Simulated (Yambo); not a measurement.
Yambo run on PdCdF6 (space group R-3, No. 148). The wavefunctions are norm-conserving PBEsol (Quantum ESPRESSO, 102 Ry, without SOC) ones on a 2×2×2 mesh (40 occupied bands); a = 5.6482 Å, b = 5.6482 Å, c = 5.6482 Å, α = 53.19°, β = 53.19°, γ = 53.19°.

Yambo input:

```
rim_cut
HF_and_locXC
RandQpts= 100000
RandGvec= 1 Ry
EXXRLvcs= 102 Ry
VXCRLvcs= 408 Ry
% QPkrange
 3 | 3 | 40 | 41 |
%
```

k points by index: 3 = F.

Resulting energies as the program prints them:

```
#    K-point    Band    Eo [eV]    Ehf [eV]    Vxc [eV]    Vnlxc [eV]
#
    3    40    0.000000    -7.239707    -24.48461    -31.72432
    3    41    1.817215    5.897103    -24.09881    -20.01892
```
Exchange alone, without screening.

Geometry of the Materials Project entry, not relaxed at this level.
